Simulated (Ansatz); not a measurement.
Pt:
```
CELL_PARAMETERS angstrom
      0.00000     1.98504     1.98504
      1.98504     0.00000     1.98504
      1.98504     1.98504     0.00000
ATOMIC_POSITIONS crystal
  Pt 0.00000 0.00000 0.00000
```

This is the PBE-relaxed structure.

All from PBE (plane waves, PAW; program Ansatz), unless another level is named. Estimate the Debye temperature from the elastic constants.

231 K.

And the elastic constants (relaxed ions, GPa)?

C11 = 309, C12 = 218, C44 = 73.8.

Space group Fm-3m (fcc (Cu type)). The PBE relaxation kept the symmetry of its start. No spin polarisation was allowed. As this level gives no gap, shear constants depend on the k-mesh and smearing (Fermi–Dirac, 0.1 eV here). On the denser mesh and wider smearing of the elastic run this cell carries a stress of 0.4 GPa. Scalar-relativistic: spin–orbit coupling is off unless named, which matters more the heavier the elements.

Potentials: the later of the program's two PAW sets.
